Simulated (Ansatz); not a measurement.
# Ga₂O₃: computed property card

Ga2O3:
```xyz
10
Lattice="4.9550 2.8494 0.0000 -4.9550 2.8494 0.0000 -3.1068 0.0000 4.9395" Properties=species:S:1:pos:R:3 pbc="T T T"
Ga    -0.7586     0.5188     2.5299
Ga     0.7948     5.1799     0.0601
Ga     0.8349     3.2219     2.5085
Ga     2.3883     2.4769     0.0387
O     -6.0392     3.6059     4.3679
O     -4.4857     2.0929     1.8981
O      0.9959     2.8664     4.3170
O      2.5493     2.8324     1.8472
O     -1.7518     3.6946     4.1828
O     -0.1984     2.0042     1.7130
```

Space group Cc (No. 9); conventional cell a = 9.910 Å, b = 5.699 Å, c = 5.835 Å, α = γ = 90.00°, β = 122.17°.

Method: DFT-r²SCAN in the program Ansatz with PAW potentials. Structure relaxed to zero pressure with the same functional. Other levels are named where they apply.

**Cell and energy**

Volume per atom: 13.95 Å³
Density: 4.46 g/cm³
Formation energy from the elements (no fitted shifts): -1.93 eV/atom

**Electronic structure**

- Band gap = 2.86 eV (direct)
- Valence-band maximum = at Γ
- Conduction-band minimum = at Γ
- Electron effective mass = 0.30, 0.33, 0.38 mₑ (principal values)
- Hole effective mass = 0.86, 6.5, 8.6 mₑ (principal values)

**Charges**

- Bader charges = Ga +1.96, O -1.32 to -1.29 e

The start of the workflow was typed in or built on a structure type; neither database checked (COD, Materials Project) lists it. It is not the phase usual at ambient conditions (space group No. 12, 167). The cell was relaxed with r²SCAN under the symmetry of its start; its stability against distortions is not shown here. The references are the lowest solids computed at this level, not always the standard phases (solids in place of the gases). Scalar-relativistic: spin–orbit coupling is off unless named, which matters more the heavier the elements.

Potentials: the earlier of the program's two PAW sets.
